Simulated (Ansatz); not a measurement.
Starting cell, MgTl (CsCl type):

```xyz
4
Lattice="7.1286 0.0000 0.0000 3.5643 3.5643 0.0000 3.5643 0.0000 3.5643" Properties=species:S:1:pos:R:3 pbc="T T T"
Mg     0.0000     0.0000     0.0000
Mg     3.5643     0.0000     0.0000
Tl     8.9107     1.7821     1.7821
Tl     5.3464     1.7821     1.7821
```

A phonon eigenvector at R = (0.5, 0.5, 0.5) is frozen into this cell: atom i moves by Q times the vector below, so Q is the largest atomic displacement, in Å. The cell is held. It is one choice among 3 degenerate patterns. (q is in reciprocal vectors of the primitive cell; the cell shown is doubled to hold the pattern.)

```csv
atom,x,y,z
Mg1,0.000,0.000,1.000
Mg2,0.000,0.000,-1.000
```

Atoms not listed stay in place.

These are LDA (plane waves to 420 eV, PAW, scalar-relativistic; Ansatz, a first-principles code) values and carry that method's errors. k mesh 13×13×13 (Γ-centred), Fermi-Dirac smearing 0.05 eV. With partly filled bands, energies and forces of such displacements shift with the k mesh and the smearing. MgTl was relaxed with its symmetry unable to fall. Spin-orbit coupling is left out, though Tl is heavy. 

| Q (Å) | −dE/dQ from forces (eV/Å) |
|---|---|
| -0.100 | 0.411 |
| -0.083 | 0.339 |
| -0.067 | 0.269 |
| -0.050 | 0.201 |
| -0.033 | 0.133 |
| -0.017 | 0.066 |
| 0.000 | 0.000 |
| 0.017 | -0.066 |
| 0.033 | -0.133 |
| 0.050 | -0.201 |
| 0.067 | -0.269 |
| 0.083 | -0.339 |
| 0.100 | -0.411 |

Problem. What harmonic wavenumber does the curvature at Q = 0 give?

Solution. 149 cm⁻¹. E″ = 3.98 eV/Å², M = Σ mᵢ|uᵢ|² = 48.6 u, ν̃ = 521.5·√(|E″|/M).

(A displaced cell: forces are minus the slopes of the energy, force constants its curvatures, and phonons follow from these.)
